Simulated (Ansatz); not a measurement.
MoIr (L1₀ or tetragonal B2, space group No. 123), plane-wave PAW PBE (Ansatz code), all energies at zero smearing, with the estimated change up to a 700 eV cutoff added, with one set of potentials and settings (totals compare only within such a set). Cell of 2 atoms (1 Ir, 1 Mo): -16891.948 eV.

```csv
element,reference phase,E (eV/atom)
Ir,"Fm-3m, 1 atoms in the cell",-11935.3137
Mo,"Im-3m, 1 atoms in the cell",-4956.0212
```

Formation energy per atom, worked out: (-16891.948 − 1×(-11935.3137) − 1×(-4956.0212))/2 = -0.306 eV/atom (-30 kJ per mol of atoms), at 0 K, without zero-point energy or fitted corrections.

Space group P4/mmm (L1₀ or tetragonal B2). The start of the workflow was typed in or built on a structure type; neither database checked (COD, Materials Project) lists it. COD files the formula under space group No. 51. Its standing as an ambient phase is unchecked. Symmetry was held in the PBE relaxation; its stability against distortions is not shown here. No spin polarisation was allowed. The references are the lowest solids computed at this level, not always the standard phases. Scalar-relativistic: spin–orbit coupling is off unless named, which matters more the heavier the elements.

Potentials: the later of the program's two PAW sets.
